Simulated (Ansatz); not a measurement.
Method: Ansatz 0.2.0, DFT PBE, scalar-relativistic, plane waves, PAW, and for the lanthanide a 4f-in-core norm-conserving potential. Cutoff 690 eV, Γ-centred meshes of about 0.25 Å⁻¹ or finer for metals and 0.3 Å⁻¹ for insulators (2π included), Gaussian smearing. No spin polarisation.

All energies are static (0 K, no zero-point motion).

Two forms of Sr4TmSi were relaxed alike.

A.

```yaml
crystal:
  lattice:
    - [5.91463, -6.29122, 0.00000]
    - [5.91463, 6.29122, 0.00000]
    - [0.00000, 0.00000, 3.91155]
  atoms:
    - { symbol: Sr, position: [0.70235, 0.70235, 0.00000] }
    - { symbol: Sr, position: [0.74886, 0.25114, 0.50000] }
    - { symbol: Sr, position: [0.25114, 0.74886, 0.50000] }
    - { symbol: Sr, position: [0.29765, 0.29765, 0.00000] }
    - { symbol: Tm, position: [0.00000, 0.00000, 0.00000] }
    - { symbol: Si, position: [0.50000, 0.50000, 0.50000] }
```

B.

```yaml
crystal:
  lattice:
    - [-4.22323, 4.22323, 3.58779]
    - [4.22323, -4.22323, 3.58779]
    - [4.22323, 4.22323, -3.58779]
  atoms:
    - { symbol: Sr, position: [0.50000, 0.50000, 0.50000] }
    - { symbol: Sr, position: [0.00000, 0.00000, 0.50000] }
    - { symbol: Sr, position: [0.50000, 0.00000, 0.00000] }
    - { symbol: Sr, position: [0.00000, 0.50000, 0.00000] }
    - { symbol: Tm, position: [0.50000, 0.50000, 0.00000] }
    - { symbol: Si, position: [0.00000, 0.00000, 0.00000] }
```

Problem. Which would you expect to be lower, and how large is the difference?

Solution. They are level within the accuracy (2 meV/atom apart, with A the lower in these runs). A has space group Cmmm (No. 65), 48.5 Å³/atom and no gap on its mesh; B has space group I4/mmm (No. 139), 42.7 Å³/atom and no gap. Counting Sr or Tm atoms around Si (for each partner element, those within 1.25 times its shortest distance or 1.15 times the sum of covalent radii, where it is the nearest in units of that sum or under 1.3), A has Si 6 and B has Si 10. Even the lower one lies +0.26 eV/atom against the reference forms of the elements (uncorrected), so neither is stable at this level. In A, Sr on a site of symmetry 2mm has 2 Si at 3.09 Å, 1 Tm at 3.52 Å and 2 Sr at 3.91 Å; around Tm lie 6 Sr at 3.52–3.72 Å and 2 Tm at 3.91 Å; Si has 6 Sr at 3.09–3.13 Å and 2 Si at 3.91 Å; 1 more site not described. In B, Sr has 2 Si at 3.48 Å, 2 Tm at 3.48 Å, 2 Sr at 3.59 Å and 4 Sr at 4.22 Å; around Tm lie 8 Sr at 3.48 Å and 2 Si at 3.59 Å; Si is surrounded by 8 Sr at 3.48 Å and 2 Tm at 3.59 Å. Both come from trial cells of a structure search, whose lowest cell (R-3m, 41.9 Å³/atom) lies 88 meV/atom below the lower of the two.

The k mesh leaves some 4 meV/atom of noise in the energy of each metallic cell. Cells relaxed within their symmetry can be saddle points. Some candidate types were left out of the draw beforehand, so a known form may be missing.

The lanthanide is trivalent by construction, without f bands, f moments or other valences.
